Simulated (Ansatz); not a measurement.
Consider the following.

AlBN₂:
```
CELL_PARAMETERS angstrom
      2.84984     0.00000     0.00000
     -1.42492     2.46803     0.00000
      0.00000     0.00000     4.66471
ATOMIC_POSITIONS crystal
  B  0.33333 0.66667 0.01908
  N  0.33333 0.66667 0.34420
  Al 0.66667 0.33333 0.50070
  N  0.66667 0.33333 0.90602
```

This is the PBEsol-relaxed structure. Tensor components refer to the Cartesian frame of this cell.

Problem. All from PBEsol in the plane-wave PAW code Ansatz, unless another level is named. Give the vibrational entropy at 300 K.

Solution. 8.4 J/(K·mol of atoms).

Problem. And the elastic constants (relaxed ions, GPa)?

Solution. C11 = 434, C12 = 162, C13 = 114, C14 = -27.3, C33 = 636, C44 = 118.

Problem. And the zero-point energy?

Solution. 113.0 meV/atom.

Space group P3m1. The start of the workflow was typed in or built on a structure type; neither database checked (COD, Materials Project) lists it. Its standing as an ambient phase is unchecked. The PBEsol relaxation kept the symmetry of its start; whether a distortion lowers the energy is not shown.

Potentials: the earlier of the program's two PAW sets. The files were generated under PBE; for other functionals the program regenerates the frozen cores, and for LDA and PBEsol the local potential too.
